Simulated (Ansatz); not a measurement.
## Relaxation of In2Ag

Level of theory: DFT r2SCAN, scalar-relativistic, plane waves, PAW (Ansatz). Settings: 500 eV cutoff, 8×8×8 k-mesh, Gaussian smearing of 0.10 eV, no spin polarisation.

What was changed: relaxed at 12 GPa.

Other phases may be more stable at this pressure.

Command:

```bash
ansatz run input.yaml --threads 1 --pin off --max-ram 2560MiB --backend cpu --events-out ev --progress --plain --runs-dir out
```

Input:

```yaml
crystal:
  lattice:
    - [-3.2788982721, 3.2788982721, 2.7336579114]
    - [3.2788982721, -3.2788982721, 2.7336579114]
    - [3.2788982721, 3.2788982721, -2.7336579114]
  atoms:
    - { symbol: In, position: [0.1545967139, 0.6545967139, 0.8091934277] }
    - { symbol: In, position: [0.6545967139, 0.8454032861, 0.5] }
    - { symbol: In, position: [0.8454032861, 0.3454032861, 0.1908065723] }
    - { symbol: In, position: [0.3454032861, 0.1545967139, 0.5] }
    - { symbol: Ag, position: [0.75, 0.75, 0.0] }
    - { symbol: Ag, position: [0.25, 0.25, 0.0] }
basis:
  ecutwfc: 500
kpoints:
  mp_grid: { grid: [8, 8, 8] }
hamiltonian:
  xc: r2scan
scf:
  occupations: { method: gaussian, width: 0.1 }
output:
  forces: true
  stress: true
  eigenvalues: true
relax:
  adjacent_minimum: "off"
  f_tol: 0.008
  max_steps: 50
  cell: { stress_tol: 0.08, p_target: 12.0 }
```

F is the free energy. Steps run on the plane waves of an earlier cell, but the last one, and at times one on the way, on a freshly chosen basis, so a repeated geometry can differ a little in energy. The relaxation lowers the enthalpy F + PV at the target pressure, so F itself can rise.

Steps:

| step | F − F(1) (eV) | largest force component (eV/Å) | V (Å³/atom) | P (GPa) |
| --- | --- | --- | --- | --- |
| 1 | 0.0000 | 0.019 | 19.593 | 12.23 |
| 2 | -0.0391 | 0.020 | 19.679 | 11.65 |
| 3 | -0.0057 | 0.006 | 19.603 | 12.11 |
| 4 | -0.0165 | 0.006 | 19.627 | 11.97 |
| 5 | -0.0166 | 0.006 | 19.627 | 11.97 |

Relaxed structure:

```
CELL_PARAMETERS angstrom
-3.29171 3.29171 2.71708
3.29171 -3.29171 2.71708
3.29171 3.29171 -2.71708
ATOMIC_POSITIONS crystal
In 0.15418 0.65418 0.80837
In 0.65418 0.84582 0.50000
In 0.84582 0.34582 0.19163
In 0.34582 0.15418 0.50000
Ag 0.75000 0.75000 0.00000
Ag 0.25000 0.25000 0.00000
```

It takes space group I4/mcm (No. 140, tetragonal). Conventional cell: a = 6.583 Å, b = 6.583 Å, c = 5.434 Å, α = 90.00°, β = 90.00°, γ = 90.00°. Around In (site symmetry m2m) lie 4 Ag at 2.84 Å and 3 In at 2.87 to 3.25 Å. Around Ag (site symmetry 422) lie 2 Ag at 2.72 Å and 8 In at 2.84 Å.

The run converged. The run took 3.2 min on 1 thread of Arm Neoverse V2, with other jobs on the host, peak memory 0.87 GiB.